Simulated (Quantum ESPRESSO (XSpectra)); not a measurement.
Se K-edge X-ray absorption spectrum (XANES) of Sb₂Se₃ (Pnma)

```
Sb2Se3
1.0
   12.36207     0.00000     0.00000
    0.00000     4.00156     0.00000
    0.00000     0.00000    11.71363
Sb Se
8 12
Direct
  0.14032   0.75000   0.03809
  0.85968   0.25000   0.96191
  0.35968   0.25000   0.53809
  0.64032   0.75000   0.46191
  0.03381   0.25000   0.32959
  0.96619   0.75000   0.67041
  0.46619   0.75000   0.82959
  0.53381   0.25000   0.17041
  0.94835   0.75000   0.12753
  0.05165   0.25000   0.87247
  0.55165   0.25000   0.62753
  0.44835   0.75000   0.37247
  0.20533   0.25000   0.19210
  0.79467   0.75000   0.80790
  0.29467   0.75000   0.69210
  0.70533   0.25000   0.30790
  0.62735   0.75000   0.05410
  0.37265   0.25000   0.94590
  0.87265   0.25000   0.55410
  0.12735   0.75000   0.44590
```

Geometry: Materials Project entry mp-2160 (a computed structure). The cell is the entry's, not relaxed again.

Absorber: atom 9, Se on Wyckoff site c (site symmetry .m.), with 1 Sb at 2.59 Å, 2 Sb at 2.99 Å.

Simulated with Quantum ESPRESSO (XSpectra): LDA, full core hole, dipole K-edge X-ray absorption, plane waves, Troullier-Martins potentials made with ld1.x and PseudoDojo potentials for the other elements (Perdew-Zunger form enforced), scalar-relativistic, no spin, constant broadening.

40-atom cell (absorber images 8.0 Å apart), 67 Ry, k meshes 1×2×1 (SCF) and 2×2×2 (spectrum), Lorentzian half width 1.5 eV. The ground-state test found a gap, so occupations are fixed and the excited electron is left out (charged cell on a uniform background); energies count from the highest occupied level. Field directions run: x; y; z, weighted by the site's symmetry in the crystal. Intensities are scaled to a mean of 1 over 0–35 eV.

```csv
E (eV),intensity (scaled)
-5.0,0.10
-4.5,0.11
-4.0,0.13
-3.5,0.15
-3.0,0.17
-2.5,0.20
-2.0,0.23
-1.5,0.29
-1.0,0.36
-0.5,0.45
0.0,0.59
0.5,0.77
1.0,0.97
1.5,1.16
2.0,1.30
2.5,1.39
3.0,1.40
3.5,1.34
4.0,1.23
4.5,1.09
5.0,0.96
5.5,0.86
6.0,0.80
6.5,0.78
7.0,0.78
7.5,0.80
8.0,0.83
8.5,0.86
9.0,0.88
9.5,0.90
10.0,0.91
10.5,0.92
11.0,0.93
11.5,0.94
12.0,0.95
12.5,0.96
13.0,0.98
13.5,1.00
14.0,1.02
14.5,1.04
15.0,1.06
15.5,1.08
16.0,1.08
16.5,1.08
17.0,1.07
17.5,1.06
18.0,1.05
18.5,1.05
19.0,1.06
19.5,1.07
20.0,1.09
20.5,1.10
21.0,1.11
21.5,1.11
22.0,1.11
22.5,1.11
23.0,1.10
23.5,1.09
24.0,1.06
24.5,1.03
25.0,1.01
25.5,0.98
26.0,0.96
26.5,0.94
27.0,0.93
27.5,0.93
28.0,0.92
28.5,0.93
29.0,0.93
29.5,0.94
30.0,0.94
30.5,0.95
31.0,0.96
31.5,0.96
32.0,0.96
32.5,0.96
33.0,0.95
33.5,0.94
34.0,0.91
34.5,0.88
```

The absolute edge energy is not computed.
